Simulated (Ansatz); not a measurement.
BeTe (zinc blende)

```xyz
2
Lattice="0.0000 2.8285 2.8285 2.8285 0.0000 2.8285 2.8285 2.8285 0.0000" Properties=species:S:1:pos:R:3 pbc="T T T"
Te     4.2427     4.2427     4.2427
Be     0.0000     0.0000     0.0000
```

Two coordinates are scanned: the volume, and the ratio of the stretch along z (the conventional c axis) to the stretch across it. Atoms keep their fractional coordinates.

Calculation: r2SCAN (plane waves to 500 eV, PAW, scalar-relativistic; Ansatz, a program for electronic structure). k mesh 10×10×10 (Γ-centred), Fermi-Dirac smearing 0.05 eV. Stress and pressure are positive under compression. BeTe was relaxed with its symmetry unable to fall. Spin-orbit coupling is left out, though Te is heavy.

At one point of the scan the stress tensor (GPa) is:

```
   1.05     0.00     0.00
   0.00     1.05     0.00
   0.00     0.00     5.63
```

Which point is it?
A) V/V₀ = 0.960, (c/a)/(c/a)₀ = 0.920
B) V/V₀ = 0.960, (c/a)/(c/a)₀ = 0.960
C) V/V₀ = 0.920, (c/a)/(c/a)₀ = 0.920
D) V/V₀ = 1.000, (c/a)/(c/a)₀ = 0.920

A, V/V₀ = 0.960, (c/a)/(c/a)₀ = 0.920

(Under strain, the slope of the energy per volume gives the stress and its curvature an elastic modulus.)
